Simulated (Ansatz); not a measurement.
Clean, relaxed (001) surface of Co, space group P6_3/mmc (No. 194) (top face towards +c; atoms held fixed, by place in the list: 1):

```yaml
crystal:
  lattice:
    - [2.45642, 0.00000, 0.00000]
    - [-1.22821, 2.12732, 0.00000]
    - [0.00000, 0.00000, 20.96941]
  atoms:
    - { symbol: Co, position: [0.33333, 0.66667, 0.40535] }
    - { symbol: Co, position: [0.66667, 0.33333, 0.49855] }
    - { symbol: Co, position: [0.33333, 0.66667, 0.59174] }
```

Level of theory: DFT PBEsol, scalar-relativistic, plane waves, PAW in Ansatz 0.2.0. Settings: cutoff 420 eV, Γ-centred mesh 12×12×1 on the computed 3-atom cell, Gaussian smearing of 0.10 eV; collinear spin from starting moments 1.8 1.8 1.8 μB. The cell repeats along c with a dipole correction in the vacuum.

C (atom) is adsorbed on the top face, one adsorbate per 5.2 Å², and relaxed from 3 starting sites (fractions of a and b). E_ads counts from the clean slab and the free adsorbate (spin-polarised where it has unpaired electrons); negative means bound. Heights count from the highest slab atom after relaxation. Δφ is the top face's. Δp counts per cell along +c. Bonded neighbours lie within 1.25 times the sum of covalent radii (1.35 for H) and, on that scale, within 12 % of the closest. With the adsorbate the cell is lengthened along c to keep the vacuum.

| start | ends at | E_ads (eV) | height (Å) | shortest contact | Δφ (eV) | Δp (e·Å) |
| --- | --- | --- | --- | --- | --- | --- |
| top (Co) at (0.33, 0.67) | (0.33, 0.67), 1 bonded neighbour (Co) | -4.98 | 1.65 | C–Co 1.65 Å | +1.81 | -0.051 |
| hollow (Co-Co-Co) at (0.00, 0.00) | (0.00, 0.00), 3 bonded neighbours (Co) | -6.10 | 1.07 | C–Co 1.78 Å | +0.53 | -0.012 |
| bridge (Co-Co) at (0.83, 0.67) | (0.00, 0.00), 3 bonded neighbours (Co) | -6.10 | 1.07 | C–Co 1.78 Å | +0.53 | -0.012 |

Among the sites tried, the lowest end comes from the hollow (Co-Co-Co) at (0.00, 0.00) start; the bridge (Co-Co) at (0.83, 0.67) start ended within 0.02 eV of it, though not always at the same place; other sites may lie lower.

Each end is the local minimum or symmetric point that its start leads to. The slab is only 4.0 Å thick, so the energies aren't converged with thickness.

For at least one of the starts the bottom face's work function also shifts by over 0.1 eV: the slab is too thin to screen the adsorbate, so the work functions aren't converged with thickness.